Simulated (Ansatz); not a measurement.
## Comparing deformations in CoW3

Computed with DFT PBEsol, scalar-relativistic, plane waves, PAW in Ansatz 0.2.0. Settings: plane waves to 420 eV, k-mesh 12×12×12 (Γ-centred), Gaussian smearing 0.15 eV. Spin–orbit coupling is left out, which matters for the heavy elements here. No spin polarisation. A magnetic state may lie lower. Energies are free energies at this smearing, counted from the undisturbed cell; pressure is positive in compression.

The starting cell (relaxed at this level; it needn't be the usual structure):

```yaml
crystal:
  lattice:
    - [3.85824, 0.00000, 0.00000]
    - [0.00000, 3.85824, 0.00000]
    - [0.00000, 0.00000, 3.85824]
  atoms:
    - { symbol: Co, position: [0.00000, 0.00000, 0.00000] }
    - { symbol: W, position: [0.00000, 0.50000, 0.50000] }
    - { symbol: W, position: [0.50000, 0.00000, 0.50000] }
    - { symbol: W, position: [0.50000, 0.50000, 0.00000] }
```

The cell is strained by ε times a Voigt pattern (xx, yy, zz, yz, xz, xy; engineering shear) with fractional coordinates fixed. τ = (1/V0) dE/dε comes from the stress tensor. Of each scan, only the three points used here are listed.

| pattern | ε | τ (GPa) |
| --- | --- | --- |
| (1, 1, 0, 0, 0, 0) | -0.0250 | -33.85 |
| (1, 1, 0, 0, 0, 0) | 0.0000 | -0.07 |
| (1, 1, 0, 0, 0, 0) | 0.0250 | 27.52 |
| (0, 0, 1, 0, 0, 0) | -0.0250 | -8.60 |
| (0, 0, 1, 0, 0, 0) | 0.0000 | -0.03 |
| (0, 0, 1, 0, 0, 0) | 0.0250 | 7.61 |
| (0, 1, 0, 0, 0, 0) | -0.0150 | -5.06 |
| (0, 1, 0, 0, 0, 0) | 0.0000 | -0.03 |
| (0, 1, 0, 0, 0, 0) | 0.0150 | 4.66 |
| (0, 0, 0, 1, 0, 0) | -0.0050 | -0.65 |
| (0, 0, 0, 1, 0, 0) | 0.0000 | 0.00 |
| (0, 0, 0, 1, 0, 0) | 0.0050 | 0.65 |

Task: Which constants do the scans give, and which deformation costs least for the same size of strain tensor?

Result: The slope dτ/dε at zero (parabola through three points) is pᵀCp: (1, 1, 0, 0, 0, 0) gives 2(C11 + C12) = 1227 GPa; (0, 0, 1, 0, 0, 0) gives C11 = 324 GPa; (0, 1, 0, 0, 0, 0) gives C11 = 324 GPa; (0, 0, 0, 1, 0, 0) gives C44 = 131 GPa. The size of the strain tensor, ε:ε, is ε² times 2.0, 1.0, 1.0, 0.5. Per unit of it the stiffnesses are 614, 324, 324, 262 GPa, so (0, 0, 0, 1, 0, 0) is the softest of these: at ε:ε = (1 %)² the quadratic term costs 1.17 meV/atom against 2.75 for the stiffest.

Task: What else follows for this cubic crystal?

Result: From the unrounded slopes C11 = 324.0 and C12 = 289.7 GPa, so B = (C11 + 2 C12)/3 = 301 GPa and the Poisson ratio for a pull along a cube edge is C12/(C11 + C12) = 0.47.

Task: How anisotropic is this cubic crystal?

Result: Zener's ratio 2 C44/(C11 − C12) = 7.66; it is 1 for an isotropic solid.

In a metal these slopes depend on the k mesh and the smearing.